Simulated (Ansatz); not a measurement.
Starting cell, WP (space group Pnma):

```yaml
crystal:
  lattice:
    - [5.66242, 0.00000, 0.00000]
    - [0.00000, 3.21033, 0.00000]
    - [0.00000, 0.00000, 6.18990]
  atoms:
    - { symbol: P, position: [0.31764, 0.75000, 0.56512] }
    - { symbol: P, position: [0.68236, 0.25000, 0.43488] }
    - { symbol: P, position: [0.18236, 0.25000, 0.06512] }
    - { symbol: P, position: [0.81764, 0.75000, 0.93488] }
    - { symbol: W, position: [0.98679, 0.75000, 0.31172] }
    - { symbol: W, position: [0.01321, 0.25000, 0.68828] }
    - { symbol: W, position: [0.51321, 0.25000, 0.81172] }
    - { symbol: W, position: [0.48679, 0.75000, 0.18828] }
```

The atoms are displaced by Q × the pattern below (from a DFPT mode at Γ, largest move 1; Q in Å), at fixed cell.

| atom | x | y | z |
|---|---|---|---|
| P1 | -0.494 | 0.000 | -0.870 |
| P2 | 0.494 | 0.000 | 0.870 |
| P3 | 0.494 | 0.000 | -0.870 |
| P4 | -0.494 | 0.000 | 0.870 |
| W5 | 0.019 | 0.000 | 0.071 |
| W6 | -0.019 | 0.000 | -0.071 |
| W7 | -0.019 | 0.000 | 0.071 |
| W8 | 0.019 | 0.000 | -0.071 |

Computed with LDA (plane waves to 420 eV, PAW, scalar-relativistic; Ansatz, an electronic-structure program). k mesh 8×14×8 (Γ-centred), Fermi-Dirac smearing 0.05 eV. With partly filled bands, energies and forces of such displacements shift with the k mesh and the smearing. Spin-orbit coupling is left out, though W is heavy. WP is run without spin polarisation. WP was relaxed with its symmetry unable to fall.

At one point of the scan the forces (eV/Å) are:

```
atom      Fx     Fy      Fz
----  ------  -----  ------
P1     1.343  0.000   2.140
P2    -1.343  0.000  -2.140
P3    -1.343  0.000   2.140
P4     1.343  0.000  -2.140
W5    -0.719  0.000  -1.023
W6     0.719  0.000   1.023
W7     0.719  0.000  -1.023
W8    -0.719  0.000   1.023
```

**Question.** Which point is it?
A) Q = 0.140 Å
B) Q = 0.233 Å
C) Q = 0.187 Å
D) Q = 0.280 Å

**Answer.** A, Q = 0.140 Å

(A displaced cell: forces are minus the slopes of the energy, force constants its curvatures, and phonons follow from these.)
